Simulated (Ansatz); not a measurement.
Be$_{5}$Pt:
```cif
data_Be5Pt
_chemical_formula_sum 'Be5 Pt1'
_space_group_name_H-M_alt 'P 1'
_space_group_IT_number 1
_cell_length_a 4.20005
_cell_length_b 4.20005
_cell_length_c 4.20005
_cell_angle_alpha 60.000
_cell_angle_beta 60.000
_cell_angle_gamma 60.000
loop_
_space_group_symop_operation_xyz
  'x, y, z'
loop_
_atom_site_label
_atom_site_type_symbol
_atom_site_fract_x
_atom_site_fract_y
_atom_site_fract_z
_atom_site_occupancy
Be1 Be 0.75000 0.75000 0.75000 1
Be2 Be 0.87366 0.37545 0.37545 1
Be3 Be 0.37545 0.37545 0.37545 1
Be4 Be 0.37545 0.37545 0.87366 1
Be5 Be 0.37545 0.87366 0.37545 1
Pt1 Pt 0.00000 0.00000 0.00000 1
```

Relaxed with PBEsol.

### Question
Give the optical modes at the zone centre with their infrared activity from DFPT, DFT-PBEsol in the program Ansatz with PAW potentials.

### Answer
Transverse frequencies, without the LO–TO term; a row sums one degenerate level.

| ω (cm⁻¹) | degeneracy | IR ((D/Å)²/amu) | activity | symmetry |
|---|---|---|---|---|
| 281 | 3 | 63.09 | IR | T2 |
| 364 | 3 | 0.00 | IR-inactive | T1 |
| 392 | 3 | 3.50 | IR | T2 |
| 589 | 2 | 0.00 | IR-inactive | E |
| 746 | 3 | 0.00 | IR-inactive | T2 |
| 883 | 1 | 0.00 | IR-inactive | A1 |

### Question
How high does the top mode go among those that the LO–TO term moves?

### Answer
398 cm⁻¹ for q along x.

Space group F-43m. The workflow started from a Materials Project entry (that database holds measured and hypothetical structures alike); the Crystallography Open Database copy checked does not list it. With Be and Pt taken as one species the cell has the higher symmetry Fd-3m, so it may be an ordered model of a mixed-site phase. Its standing as an ambient phase is unchecked. Symmetry was held in the PBEsol relaxation; whether a distortion lowers the energy is not shown. The run is not spin-polarised. Scalar-relativistic: spin–orbit coupling is off unless named, which matters more the heavier the elements.

Potentials: the later of the program's two PAW sets.
